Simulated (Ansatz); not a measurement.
From the elastic tensor of Al₅Ni₂Pd₃ to moduli and sound speeds

All numbers below come from DFT PBE, scalar-relativistic, plane waves, PAW (Ansatz 0.2.0). Settings: 420 eV plane-wave cutoff, Γ-centred 12×12×4 mesh, Fermi-Dirac smearing of 0.15 eV. No spin polarisation.

Space group P4/mmm (No. 123), tetragonal, a = 2.984 Å, c = 15.269 Å. Al on a site of symmetry 4mm has 4 Ni at 2.53 Å, 4 Pd at 2.66 Å, 1 Al at 2.79 Å, 4 Al at 2.98 Å and 1 Al at 3.23 Å; around Al on a second site of symmetry 4mm lie 4 Ni at 2.52 Å, 4 Pd at 2.66 Å, 1 Al at 2.79 Å, 4 Al at 2.98 Å and 1 Al at 3.23 Å; Al on a site of symmetry 4/mmm is surrounded by 8 Pd at 2.65 Å, 4 Al at 2.98 Å and 2 Al at 3.23 Å; Ni has 8 Al at 2.52–2.53 Å, 4 Ni at 2.98 Å and 2 Pd at 3.00–3.03 Å; Pd on a site of symmetry 4/mmm has 8 Al at 2.66 Å, 4 Pd at 2.98 Å and 2 Ni at 3.00 Å; Pd on a site of symmetry 4mm has 8 Al at 2.65–2.66 Å, 4 Pd at 2.98 Å, 1 Ni at 3.03 Å and 1 Pd at 3.22 Å.

The structure comes from a generated guess, relaxed at this level; another structure or a mixture of phases may lie lower. In a metal, frequencies and elastic constants depend on the k mesh and the smearing, soft modes and shear constants most.

Relaxed-ion constants (GPa, on the Cartesian axes of the calculation):
```
196.2 129.9 140.1   0.0   0.0   0.0
129.9 196.2 140.1   0.0   0.0   0.0
140.1 140.1 187.0   0.0   0.0   0.0
  0.0   0.0   0.0  91.7   0.0   0.0
  0.0   0.0   0.0   0.0  91.7   0.0
  0.0   0.0   0.0   0.0   0.0  89.2
```

Density 6.980 g/cm³; 10 atoms in 135.98 Å³.

- Bulk modulus, Voigt / Reuss / Hill: 155.5 / 155.5 / 155.5 GPa
- Shear modulus, Voigt / Reuss / Hill: 65.8 / 47.1 / 56.5 GPa
- Young's modulus: 151 GPa
- Poisson ratio: 0.338
- Pugh ratio B/G: 2.75 (over 1.75, the rule of thumb for ductile)
- Universal anisotropy index: 1.98
- Longitudinal and transverse sound speeds: 5751 and 2845 m/s
- Debye temperature from the mean sound speed: 398 K
